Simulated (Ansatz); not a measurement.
A relaxed cell of Rb2CaCrC6N6 is given with its symmetry left out. The cell was found from a structure generator's guess, not taken from experiment.

Computed with DFT PBE, scalar-relativistic, plane waves, PAW in Ansatz 0.2.0. Cutoff 420 eV, Γ-centred mesh, Gaussian smearing, collinear spin.

```
Rb Ca Cr C N
1.0
     0.00000    5.68825    5.68825
     5.68825    0.00000    5.68825
     5.68825    5.68825    0.00000
Rb Ca Cr C N
2 1 1 6 6
Cartesian
  2.8441 2.8441 2.8441
  8.5324 8.5324 8.5324
  0.0000 0.0000 0.0000
  5.6883 5.6883 5.6883
  2.5373 5.6883 5.6883
  5.6883 2.5373 5.6883
  5.6883 5.6883 2.5373
  8.8392 5.6883 5.6883
  5.6883 8.8392 5.6883
  5.6883 5.6883 8.8392
  3.7139 5.6883 5.6883
  5.6883 3.7139 5.6883
  5.6883 5.6883 3.7139
  7.6626 5.6883 5.6883
  5.6883 7.6626 5.6883
  5.6883 5.6883 7.6626
```

The zero of energy is the elements' standard structures at the same level (N₂ as a molecule); no fitted shifts are applied.

**Question.** What space group does it have?

**Answer.** Fm-3m (No. 225). Conventional cell: a = 11.377 Å. Rb has 12 C at 4.03 Å and 12 N at 4.12 Å; around Ca lie 6 C at 2.54 Å; Cr is surrounded by 6 N at 1.97 Å; C has 1 N at 1.18 Å, 1 Ca at 2.54 Å, 1 Cr at 3.15 Å, 4 C at 3.59 Å, 4 N at 3.72 Å and 4 Rb at 4.03 Å; N has 1 C at 1.18 Å, 1 Cr at 1.97 Å, 4 N at 2.79 Å, 1 Ca at 3.71 Å, 4 C at 3.72 Å, 1 N at 3.95 Å and 4 Rb at 4.12 Å.

**Question.** How far does it lie from the elements in energy?

**Answer.** −0.10 eV/atom. It lies below the elements, which doesn't yet make it stable against other compounds or structures.

**Question.** Is it a metal?

**Answer.** Yes, bands cross the Fermi level on the 6×6×6 mesh.

**Question.** Which magnetic moments does it keep?

**Answer.** 0.12 μB per atom net, the space between the atoms included; by site: Cr 1.6 μB.

**Question.** From what recipe could a structure generator have reached it?

**Answer.** One such recipe: cyanide-bridged rock-salt net of two metals, 2 guest cations a cell (Fm-3m, No. 225). Other recipes can lead to the same cell.

The last run used collinear spin, a 6×6×6 mesh for its 16-atom cell and Gaussian smearing of 0.10 eV. In such compounds of Cr a zero gap at this level may well be an artefact, since no Hubbard U is applied. The reference form of C is held partly by dispersion forces, which this level lacks. Another magnetic order may lie lower. Symmetry constrained the relaxation, so the result can be a saddle point.
